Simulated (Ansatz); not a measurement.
Al$_{3}$GaN$_{4}$:
```cif
data_Al3GaN4
_chemical_formula_sum 'Ga1 N4 Al3'
_space_group_name_H-M_alt 'P 1'
_space_group_IT_number 1
_cell_length_a 3.12493
_cell_length_b 3.12493
_cell_length_c 10.07324
_cell_angle_alpha 90.000
_cell_angle_beta 90.000
_cell_angle_gamma 120.000
loop_
_space_group_symop_operation_xyz
  'x, y, z'
loop_
_atom_site_label
_atom_site_type_symbol
_atom_site_fract_x
_atom_site_fract_y
_atom_site_fract_z
_atom_site_occupancy
Ga1 Ga 0.33333 0.66667 0.00559 1
N1 N 0.33333 0.66667 0.20072 1
Al1 Al 0.66667 0.33333 0.25808 1
N2 N 0.66667 0.33333 0.44644 1
Al2 Al 0.33333 0.66667 0.50485 1
N3 N 0.33333 0.66667 0.69311 1
Al3 Al 0.66667 0.33333 0.75126 1
N4 N 0.66667 0.33333 0.93949 1
```

Relaxed with r²SCAN. Plane-wave PAW r²SCAN (Ansatz code) gives a gap of 3.90 eV.

### Question
What gap does HSE06 give on the same cell (Ansatz, PAW)?

### Answer
4.70 eV, 0.80 eV more. The hybrid was solved on a coarser mesh and at special points; the gap given is the minimum over both.

| k | v1 r²SCAN | c1 r²SCAN | v1 HSE06 | c1 HSE06 |
|---|---|---|---|---|
| Γ | 0.00 | 3.90 | 0.00 | 4.70 |
| A | -0.01 | 4.60 | ___ | ___ |
| K | -1.12 | 5.46 | -1.16 | 6.13 |
| H | -1.77 | 6.18 | ___ | ___ |
| M | -0.94 | 5.36 | ___ | ___ |
| L | -1.14 | 5.06 | ___ | ___ |

### Question
Top valence (v1) and lowest conduction level (c1) in eV from each method's valence maximum (which need not be a listed point): supply the withheld HSE06 values.

### Answer

- H, v1 HSE06: -1.87
- H, c1 HSE06: 6.89
- L, v1 HSE06: -1.20
- L, c1 HSE06: 5.78
- M, v1 HSE06: -0.99
- M, c1 HSE06: 6.08
- A, v1 HSE06: -0.01
- A, c1 HSE06: 5.46

Cost on shared cores: the r²SCAN run (SCF on a 10×10×3 mesh, then bands and DOS) about 2.3 core-minutes (a rough figure), the HSE06 run (SCF on 6×6×2, then a few points) about 5 core-minutes (a rough figure); the tasks are unlike.

Space group P3m1. The start of the workflow was typed in or built on a structure type; neither database checked (COD, Materials Project) lists it. Whether it is the stable phase at ambient conditions was not checked. The cell was relaxed with r²SCAN under the symmetry of its start; whether a distortion lowers the energy is not shown. Spin–orbit coupling is left out wherever it is not named.

Potentials: the earlier of the program's two PAW sets.
